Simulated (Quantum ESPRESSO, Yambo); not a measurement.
**G0W0 results for LuCuS$_{2}$**

```
LuCuS2
1.0
    3.79733     0.00000     0.00000
   -1.89866     3.28858     0.00000
    0.00000     0.00000     5.98315
S Cu Lu
2 1 1
Direct
  0.66667   0.33333   0.77074
  0.00000   0.00000   0.27457
  0.66667   0.33333   0.39234
  0.33333   0.66667   0.00535
```

Cell and atoms were relaxed with PBEsol from Materials Project entry mp-1001780, within its symmetry.

Starting point: PBEsol (pw.x of Quantum ESPRESSO, ONCV potentials, without SOC). G0W0 in Yambo: 6×6×2 Γ-centred k mesh, bands 6 to 124 and a 7 Ry block in the screening, 124 bands in G with the Bruneval-Gonze terminator, plasmon pole fitted at 27.2 eV.

- PBEsol gap along the band path: 1.17 eV
- PBEsol gap between the mesh's edge points (Γ → L): 1.17 eV
- G0W0 gap between the same points: 1.80 eV
- PBEsol smallest direct gap on the mesh (at Γ): 1.77 eV
- G0W0 direct gap at that point: 2.54 eV

| k point | band | E PBEsol (eV) | E QP (eV) | shift (eV) | Z |
|---|---|---|---|---|---|
| Γ | VB | 0.00 | -0.37 | -0.37 | 0.76 |
| Γ | CB | 1.77 | 2.17 | 0.40 | 0.81 |
| A | VB | -0.51 | -0.89 | -0.37 | 0.76 |
| A | CB | 1.86 | 2.22 | 0.36 | 0.80 |
| L | VB | -0.83 | -1.26 | -0.43 | 0.76 |
| L | CB | 1.17 | 1.43 | 0.26 | 0.80 |
| H | VB | -1.44 | -1.88 | -0.44 | 0.75 |
| H | CB | 2.63 | 2.98 | 0.35 | 0.80 |

Energies count from the PBEsol valence-band maximum.

Nearest settings tried, and what they do to the gap: 84 bands in W, 84 bands in G: +40 meV; 6 Ry block (147 vectors against 159): -11 meV. Not varied: mesh. So the settings aren't converged at that level.

The 3d shell has no Hubbard U; the runs are without spin polarisation, and magnetic order was not tried. The 4f states are in the valence at their DFT position.

The structure is a Materials Project entry; no match was found in the copy of COD used, and its stability was not checked.
